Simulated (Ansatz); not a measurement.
B$_{4}$C:
```
CELL_PARAMETERS angstrom
      2.80837     1.62141     4.01996
     -2.80837     1.62141     4.01996
      0.00000    -3.24283     4.01996
ATOMIC_POSITIONS crystal
  B  0.30924 0.80617 0.80617
  B  0.69076 0.19383 0.19383
  B  0.80617 0.30924 0.80617
  B  0.19383 0.69076 0.19383
  B  0.80617 0.80617 0.30924
  B  0.19383 0.19383 0.69076
  B  0.67035 0.99406 0.99406
  B  0.32965 0.00594 0.00594
  B  0.99406 0.67035 0.99406
  B  0.00594 0.32965 0.00594
  B  0.99406 0.99406 0.67035
  B  0.00594 0.00594 0.32965
  C  0.61037 0.61037 0.61037
  C  0.38963 0.38963 0.38963
  C  0.50000 0.50000 0.50000
```

Relaxed with PBEsol.

**Question.** Give the optical modes at the zone centre with their infrared activity from DFPT, PBEsol in the plane-wave PAW code Ansatz.

**Answer.** Transverse frequencies, without the LO–TO term; a row sums one degenerate level.

| ω (cm⁻¹) | degeneracy | IR ((D/Å)²/amu) | activity |
|---|---|---|---|
| 421 | 1 | 2.61 | IR |
| 471 | 1 | 0.00 | IR-inactive |
| 479 | 2 | 0.00 | IR-inactive |
| 479 | 2 | 1.89 | IR |
| 511 | 2 | 0.00 | IR-inactive |
| 536 | 2 | 0.01 | IR |
| 581 | 1 | 0.00 | IR-inactive |
| 614 | 2 | 1.27 | IR |
| 697 | 1 | 0.00 | IR-inactive |
| 697 | 2 | 5.94 | IR |
| 720 | 1 | 0.51 | IR |
| 747 | 2 | 0.00 | IR-inactive |
| 748 | 1 | 0.00 | IR-inactive |
| 782 | 2 | 2.15 | IR |
| 800 | 2 | 0.00 | IR-inactive |
| 810 | 2 | 7.26 | IR |
| 810 | 1 | 0.00 | IR-inactive |
| 811 | 2 | 0.00 | IR-inactive |
| 861 | 1 | 24.02 | IR |
| 863 | 1 | 0.00 | IR-inactive |
| 889 | 1 | 0.13 | IR |
| 987 | 1 | 0.00 | IR-inactive |
| 991 | 2 | 0.00 | IR-inactive |
| 1006 | 2 | 27.28 | IR |
| 1071 | 2 | 0.00 | IR-inactive |
| 1086 | 1 | 0.00 | IR-inactive |
| 1145 | 1 | 0.00 | IR-inactive |
| 1720 | 1 | 87.30 | IR |

**Question.** How high does the top mode go among those that the LO–TO term moves?

**Answer.** 1023 cm⁻¹ for q along x, 1023 cm⁻¹ for q along y, 1772 cm⁻¹ for q along z.

Space group R-3m. The workflow started from a Materials Project entry (that database holds measured and hypothetical structures alike); the Crystallography Open Database copy checked does not list it. Whether it is the stable phase at ambient conditions was not checked. Symmetry was held in the PBEsol relaxation; whether a distortion lowers the energy is not shown.

Potentials: the earlier of the program's two PAW sets. The files were generated under PBE; for other functionals the program regenerates the frozen cores, and for LDA and PBEsol the local potential too.
